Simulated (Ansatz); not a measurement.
# Ta$_{4}$C$_{3}$: opening a crack plane

Ta$_{4}$C$_{3}$, Pm-3m, a = 4.425 Å. The structure is a Materials Project entry; whether it is the stable form wasn't checked. Ansatz: r2SCAN, PAW, 500 eV, Γ-centred 9×9×5 mesh on 14 atoms, Gaussian smearing 0.15 eV; no spin polarisation. One cut on (100) per cell of 14 atoms is opened rigidly by x, between planes of C+Ta and C+Ta that stand 2.21 Å apart; y is the energy per area (19.579 Å², 1 eV/Å² = 16.02 J/m²).

```
x (Å) y (J/m²)
 0.00     0.000
 0.25         ?
 0.50     1.264
 1.00     2.748
 2.00     4.133
 3.00     4.541
 6.00     4.705
```

**Question.** Fit the universal binding curve y = W[1 − (1 + x/l) e^(−x/l)] to the other rows, give the peak stress, and predict the missing value.

**Answer.** Least squares gives W = 4.64 J/m² and l = 0.504 Å. The stress dy/dx peaks at x = l with W/(e l) = 33.9 GPa, for rigid faces. The last row already stands above W and still climbs, so W understates the work of separation. At x = 0.25: x/l = 0.496, y = 0.413 J/m². The run gave 0.444 J/m², so the fit is 0.031 J/m² too low, within the rms miss on the fitted rows (0.050 J/m²).

Spin–orbit coupling is left out, which can shift energies with elements as heavy as these.

Cost: 8 runs of about 10 core-minutes in all, on Oxide Virtual Turin-like Processor (Zen 5) (shared hosts).